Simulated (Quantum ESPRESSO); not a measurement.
## AlGeSiSN3 (one run as intended and one with a planted mistake)

Simulated, not a measurement. The program is pw.x of Quantum ESPRESSO 7.5 (plane-wave density functional theory). The cell is made up: 7 atoms on a zincblende/diamond lattice with one site empty, with randomly drawn elements, strain and displacements, not relaxed. PseudoDojo standard norm-conserving files (v0.5 for PBE, v0.4.1 for LDA and PBEsol) set the functional; there is no spin polarisation, spin-orbit coupling or dispersion term, and the masses in the input are unused placeholders.

Intended input:

```
&control calculation='scf', pseudo_dir='./dojo.nc.sr.pbe.v0_5.standard.upf', outdir='./o', disk_io='medium', tprnfor=.true., tstress=.true. /
&system ibrav=0, nat=7, ntyp=5, nbnd=27, ecutwfc=84.00895049, nosym=.true., tot_charge=0,
 occupations='smearing', smearing='fd', degauss=0.0018374661
/
&electrons conv_thr=7.350e-09, electron_maxstep=60, /
ATOMIC_SPECIES
Al 1.0 Al.upf
Ge 1.0 Ge.upf
N 1.0 N.upf
S 1.0 S.upf
Si 1.0 Si.upf
CELL_PARAMETERS angstrom
4.4927 0.0332 -0.0198
0.0332 4.513 0.0529
-0.0198 0.0529 4.6011
ATOMIC_POSITIONS angstrom
Al 0.0609 0.0023 -0.0007
Ge -0.0343 2.2554 2.3059
Si 2.2445 0.077 2.3324
S 1.1617 1.2219 1.1633
N 1.1889 3.3501 3.4627
N 3.3366 1.1859 3.3963
N 3.3722 3.4126 1.126
K_POINTS automatic
4 4 4 1 1 1
```

The log is shortened where brackets say so; the opening notice, blank lines, dates and the lines on written files are dropped, and the path of the files is cut. It prints rydbergs, bohrs and kilobars, and counts compression as positive stress. Where no state is partly filled, the Fermi energy that it prints is only some level between the filled and the empty states on the mesh, and need not lie in the true gap.

Log of the intended run:

```
     Program PWSCF v.7.5
     Parallel version (MPI & OpenMP), running on       1 processor cores
     Number of MPI processes:                 1
     Threads/MPI process:                     1
     [start-up lines left out]
     bravais-lattice index     =            0
     lattice parameter (alat)  =       8.4903  a.u.
     unit-cell volume          =     629.4197 (a.u.)^3
     number of atoms/cell      =            7
     number of atomic types    =            5
     number of electrons       =        42.00
     number of Kohn-Sham states=           27
     kinetic-energy cutoff     =      84.0090  Ry
     charge density cutoff     =     336.0358  Ry
     scf convergence threshold =      7.3E-09
     mixing beta               =       0.7000
     number of iterations used =            8  plain     mixing
     Exchange-correlation= PBE
                           (   1   4   3   4   0   0   0)
     [axes and pseudopotential details left out]
   Cartesian axes
     site n.     atom                  positions (alat units)
         1        Al     tau(   1) = (   0.0135548   0.0005119  -0.0001558  )
         2        Ge     tau(   2) = (  -0.0076343   0.5019958   0.5132358  )
         3        Si     tau(   3) = (   0.4995697   0.0171383   0.5191341  )
         4        S      tau(   4) = (   0.2585655   0.2719645   0.2589216  )
         5        N      tau(   5) = (   0.2646195   0.7456487   0.7707107  )
         6        N      tau(   6) = (   0.7426440   0.2639518   0.7559317  )
         7        N      tau(   7) = (   0.7505676   0.7595597   0.2506195  )
     number of k points=    32  Fermi-Dirac smearing, width (Ry)=  0.0018
                       cart. coord. in units 2pi/alat
        k(    1) = (   0.1246364   0.1221049   0.1211920), wk =   0.0625000
        k(    2) = (   0.1257337   0.1192349   0.3653489), wk =   0.0625000
     [further k points left out]
     Dense  grid:    65509 G-vectors     FFT dimensions: (  50,  50,  54)
     Estimated max dynamical RAM per process >      80.88 MB
     Initial potential from superposition of free atoms
     starting charge      41.9961, renormalised to      42.0000
     Starting wfcs are   33 randomized atomic wfcs
     total cpu time spent up to now is        6.5 secs
     per-process dynamical memory:    60.1 Mb
     Self-consistent Calculation
     iteration #  1     ecut=    84.01 Ry     beta= 0.70
     Davidson diagonalization with overlap
     ethr =  1.00E-02,  avg # of iterations =  3.7
     total cpu time spent up to now is       26.4 secs
     total energy              =    -275.04575909 Ry
     estimated scf accuracy    <       1.81302946 Ry
     iteration #  2     ecut=    84.01 Ry     beta= 0.70
     Davidson diagonalization with overlap
     ethr =  4.32E-03,  avg # of iterations =  3.5
     total cpu time spent up to now is       44.4 secs
     total energy              =    -275.06744460 Ry
     estimated scf accuracy    <       4.46920300 Ry
     [iterations 3 to 10 left out]
     iteration # 11     ecut=    84.01 Ry     beta= 0.70
     Davidson diagonalization with overlap
     ethr =  2.24E-09,  avg # of iterations =  2.0
     total cpu time spent up to now is      189.3 secs
     total energy              =    -275.94677104 Ry
     estimated scf accuracy    <       0.00000016 Ry
     iteration # 12     ecut=    84.01 Ry     beta= 0.70
     Davidson diagonalization with overlap
     ethr =  3.82E-10,  avg # of iterations =  2.0
     total cpu time spent up to now is      201.0 secs
     End of self-consistent calculation
     [lines on levels left out]
     the Fermi energy is     8.6795 ev
!    total energy              =    -275.94677108 Ry
     estimated scf accuracy    <          1.2E-09 Ry
     smearing contrib. (-TS)   =      -0.00000000 Ry
     internal energy E=F+TS    =    -275.94677108 Ry
     The total energy is F=E-TS. E is the sum of the following terms:
     one-electron contribution =    -120.52329879 Ry
     hartree contribution      =      86.05050788 Ry
     xc contribution           =     -73.65876337 Ry
     ewald contribution        =    -167.81521680 Ry
     convergence has been achieved in  12 iterations
     Forces acting on atoms (cartesian axes, Ry/au):
     atom    1 type  1   force =    -0.16403771   -0.17959032   -0.16179740
     atom    2 type  2   force =    -0.20939146    0.22508322    0.20784451
     atom    3 type  5   force =     0.17276503   -0.21427945    0.16426302
     atom    4 type  4   force =     0.19625820    0.06850324   -0.18375226
     atom    5 type  3   force =    -0.00694539    0.09489543   -0.05010264
     atom    6 type  3   force =     0.00619607   -0.06970000   -0.04277704
     atom    7 type  3   force =     0.00515527    0.07508787    0.06632180
     Total force =     0.656597     Total SCF correction =     0.000134
     Computing stress (Cartesian axis) and pressure
          total   stress  (Ry/bohr**3)                   (kbar)     P=       25.64
   0.00009939  -0.00085971   0.00034791           14.62     -126.47       51.18
  -0.00085971   0.00001009   0.00045230         -126.47        1.48       66.54
   0.00034791   0.00045230   0.00041337           51.18       66.54       60.81
     init_run     :      6.20s CPU      6.32s WALL (       1 calls)
     electrons    :    186.85s CPU    194.52s WALL (       1 calls)
     forces       :      2.38s CPU      2.42s WALL (       1 calls)
     stress       :      7.32s CPU      7.38s WALL (       1 calls)
     [timing details left out]
     PWSCF        :   3m22.96s CPU   3m30.98s WALL
     JOB DONE.
```

A second run has one planted mistake: the k-point mesh is too coarse. The input lines that differ, file-writing options aside:

```
- 4 4 4 1 1 1
+ 2 2 2 1 1 1
```

Its log:

```
     Program PWSCF v.7.5
     Parallel version (MPI & OpenMP), running on       1 processor cores
     Number of MPI processes:                 1
     Threads/MPI process:                     1
     [start-up lines left out]
     bravais-lattice index     =            0
     lattice parameter (alat)  =       8.4903  a.u.
     unit-cell volume          =     629.4197 (a.u.)^3
     number of atoms/cell      =            7
     number of atomic types    =            5
     number of electrons       =        42.00
     number of Kohn-Sham states=           27
     kinetic-energy cutoff     =      84.0090  Ry
     charge density cutoff     =     336.0358  Ry
     scf convergence threshold =      7.3E-09
     mixing beta               =       0.7000
     number of iterations used =            8  plain     mixing
     Exchange-correlation= PBE
                           (   1   4   3   4   0   0   0)
     [axes and pseudopotential details left out]
   Cartesian axes
     site n.     atom                  positions (alat units)
         1        Al     tau(   1) = (   0.0135548   0.0005119  -0.0001558  )
         2        Ge     tau(   2) = (  -0.0076343   0.5019958   0.5132358  )
         3        Si     tau(   3) = (   0.4995697   0.0171383   0.5191341  )
         4        S      tau(   4) = (   0.2585655   0.2719645   0.2589216  )
         5        N      tau(   5) = (   0.2646195   0.7456487   0.7707107  )
         6        N      tau(   6) = (   0.7426440   0.2639518   0.7559317  )
         7        N      tau(   7) = (   0.7505676   0.7595597   0.2506195  )
     number of k points=     4  Fermi-Dirac smearing, width (Ry)=  0.0018
                       cart. coord. in units 2pi/alat
        k(    1) = (   0.2492728   0.2442097   0.2423841), wk =   0.5000000
        k(    2) = (   0.2470783   0.2499498  -0.2459296), wk =   0.5000000
     [further k points left out]
     Dense  grid:    65509 G-vectors     FFT dimensions: (  50,  50,  54)
     Estimated max dynamical RAM per process >      80.88 MB
     Initial potential from superposition of free atoms
     starting charge      41.9961, renormalised to      42.0000
     Starting wfcs are   33 randomized atomic wfcs
     total cpu time spent up to now is        1.9 secs
     per-process dynamical memory:    59.0 Mb
     Self-consistent Calculation
     iteration #  1     ecut=    84.01 Ry     beta= 0.70
     Davidson diagonalization with overlap
     ethr =  1.00E-02,  avg # of iterations =  3.8
     total cpu time spent up to now is        3.8 secs
     total energy              =    -275.01505994 Ry
     estimated scf accuracy    <       1.84424832 Ry
     iteration #  2     ecut=    84.01 Ry     beta= 0.70
     Davidson diagonalization with overlap
     ethr =  4.39E-03,  avg # of iterations =  4.2
     total cpu time spent up to now is        5.2 secs
     total energy              =    -274.68326275 Ry
     estimated scf accuracy    <       5.80154330 Ry
     [iterations 3 to 11 left out]
     iteration # 12     ecut=    84.01 Ry     beta= 0.70
     Davidson diagonalization with overlap
     ethr =  1.13E-09,  avg # of iterations =  2.0
     total cpu time spent up to now is       18.6 secs
     total energy              =    -275.92588426 Ry
     estimated scf accuracy    <       0.00000005 Ry
     iteration # 13     ecut=    84.01 Ry     beta= 0.70
     Davidson diagonalization with overlap
     ethr =  1.09E-10,  avg # of iterations =  3.0
     total cpu time spent up to now is       20.1 secs
     End of self-consistent calculation
     [lines on levels left out]
     the Fermi energy is     8.5068 ev
!    total energy              =    -275.92588428 Ry
     estimated scf accuracy    <          4.6E-09 Ry
     smearing contrib. (-TS)   =      -0.00000000 Ry
     internal energy E=F+TS    =    -275.92588428 Ry
     The total energy is F=E-TS. E is the sum of the following terms:
     one-electron contribution =    -120.56530942 Ry
     hartree contribution      =      86.13866209 Ry
     xc contribution           =     -73.68402015 Ry
     ewald contribution        =    -167.81521680 Ry
     convergence has been achieved in  13 iterations
     Forces acting on atoms (cartesian axes, Ry/au):
     atom    1 type  1   force =    -0.16575766   -0.18081496   -0.16269348
     atom    2 type  2   force =    -0.21018466    0.22607240    0.20829623
     atom    3 type  5   force =     0.17384164   -0.21525174    0.16469000
     atom    4 type  4   force =     0.19428043    0.06620398   -0.17783032
     atom    5 type  3   force =    -0.00826229    0.09804802   -0.05434380
     atom    6 type  3   force =     0.00831328   -0.07164053   -0.04806169
     atom    7 type  3   force =     0.00776927    0.07738283    0.06994307
     Total force =     0.658656     Total SCF correction =     0.000155
     Computing stress (Cartesian axis) and pressure
          total   stress  (Ry/bohr**3)                   (kbar)     P=       29.68
   0.00012723  -0.00087436   0.00035077           18.72     -128.62       51.60
  -0.00087436   0.00003626   0.00045915         -128.62        5.33       67.54
   0.00035077   0.00045915   0.00044174           51.60       67.54       64.98
     init_run     :      1.67s CPU      1.75s WALL (       1 calls)
     electrons    :     16.97s CPU     18.16s WALL (       1 calls)
     forces       :      0.26s CPU      0.28s WALL (       1 calls)
     stress       :      1.16s CPU      1.20s WALL (       1 calls)
     [timing details left out]
     PWSCF        :     20.27s CPU     21.64s WALL
     JOB DONE.
```

```
                                            intended run  run with the mistake
                          free energy (eV)     -3754.447             -3754.163
                    smearing term -TS (eV)        0.0000                0.0000
                            pressure (GPa)          2.56                  2.97
            largest force component (eV/Å)         5.787                 5.813
largest change of a force component (eV/Å)                               0.152
                                iterations            12                    13
```

For scale, a rerun of the intended cell at 1437 eV and a 6 x 6 x 6 mesh moved values by no more than 0.003 eV in energy, 0.02 GPa in stress and 0.003 eV/Å in force.